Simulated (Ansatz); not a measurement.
**Kick test of a cell of HfTi5N6**

The cell was found from a structure generator's guess, not taken from experiment.

The calculation used DFT PBE, scalar-relativistic, plane waves, PAW in Ansatz 0.2.0. Cutoff 420 eV; k points 12×12×4 on the computed 12-atom cell (Γ-centred); Gaussian smearing, width 0.10 eV; no spin polarisation.

The cell below (12 atoms, space group P4/mmm (No. 123)) is relaxed within its symmetry.

```yaml
crystal:
  lattice:
    - [3.05206, 0.00000, 0.00000]
    - [0.00000, 3.05206, 0.00000]
    - [0.00000, 0.00000, 12.92441]
  atoms:
    - { symbol: Hf, position: [0.00000, 0.00000, 0.00000] }
    - { symbol: Ti, position: [0.50000, 0.50000, 0.17873] }
    - { symbol: Ti, position: [0.00000, 0.00000, 0.33558] }
    - { symbol: Ti, position: [0.50000, 0.50000, 0.50000] }
    - { symbol: Ti, position: [0.00000, 0.00000, 0.66442] }
    - { symbol: Ti, position: [0.50000, 0.50000, 0.82127] }
    - { symbol: N, position: [0.00000, 0.00000, 0.17184] }
    - { symbol: N, position: [0.50000, 0.50000, 0.33807] }
    - { symbol: N, position: [0.00000, 0.00000, 0.50000] }
    - { symbol: N, position: [0.50000, 0.50000, 0.66193] }
    - { symbol: N, position: [0.00000, 0.00000, 0.82816] }
    - { symbol: N, position: [0.50000, 0.50000, 0.00000] }
```

For the test it was strained at random (σ = 1.5 % a component), the atoms were moved at random (σ = 0.05 Å), and all was relaxed again on a coarse 8×8×2 mesh (in the run’s order of axes) with 0.20 eV smearing, with no symmetry imposed.

Spin–orbit coupling, which can matter for Hf, is left out.

Question: Does it come back?

Answer: It returns, within 1 meV/atom of the unmoved cell on that mesh and with the same symmetry when read at 0.1 Å. So it is stable against the distortions that fit this cell and that this random move excites. Modes that don't fit the cell aren't tested.
